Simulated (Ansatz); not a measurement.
Cs3Y2I9: do the settings matter for the field gradients?

Cell: a structure deposited in the COD whose atoms were relaxed with PBE, the cell held.

```cif
data_Cs3Y2I9
_symmetry_space_group_name_H-M 'P6_3/mmc'
_symmetry_Int_Tables_number 194
_cell_length_a 8.4060
_cell_length_b 8.4060
_cell_length_c 21.2800
_cell_angle_alpha 90.000
_cell_angle_beta 90.000
_cell_angle_gamma 120.000
loop_
_atom_site_label
_atom_site_type_symbol
_atom_site_symmetry_multiplicity
_atom_site_Wyckoff_symbol
_atom_site_fract_x
_atom_site_fract_y
_atom_site_fract_z
Cs1 Cs 2 b 0.0000 0.0000 0.2500
Cs3 Cs 4 f 0.3333 0.6667 0.0683
Y Y 4 f 0.6667 0.3333 0.1555
I11 I 6 h 0.5017 0.0035 0.2500
I17 I 12 k 0.8379 0.6759 0.0840
```

One atom of each set is listed.

Reference run. Level of theory: DFT, PBE, plane waves and PAW, scalar-relativistic, 420 eV cutoff, Γ-centred 4×4×2 k-points, Fermi–Dirac smearing 0.02 eV (Ansatz 0.2.0).

**Question.** The input is changed as follows: `scf.mixing.algorithm`: not typed → anderson; `scf.mixing.beta`: not typed → 0.2; `hamiltonian.pseudopotentials`: {kind: paw} → {kind: paw, source: ansatz}. What happens to V_zz (10²¹ V/m²) and η?

**Answer.** 

| site | V_zz reference | η reference | V_zz changed | η changed |
| --- | --- | --- | --- | --- |
| Cs1 | -1.12 | 0.00 | -1.14 | 0.00 |
| Cs3 | 1.76 | 0.00 | 1.80 | 0.00 |
| Y | 0.78 | 0.00 | 0.77 | 0.00 |
| I11 | -14.73 | 0.67 | -15.04 | 0.68 |
| I17 | 7.91 | 0.06 | 8.10 | 0.06 |

The largest change of V_zz is on I11, from -14.73 to -15.04. In per cent, |V_zz| changes by +2 on Cs, -2 on Y, +2 on I (all sites that start above 0.5). The cutoff that the program takes moves with it, from 420 to 520 eV. The changed run reads another set of PAW files. New warnings: slots ram shed.

On the reference run: Without spin–orbit coupling the gradients at and beside I can be off by some per cent, at some sites by more.
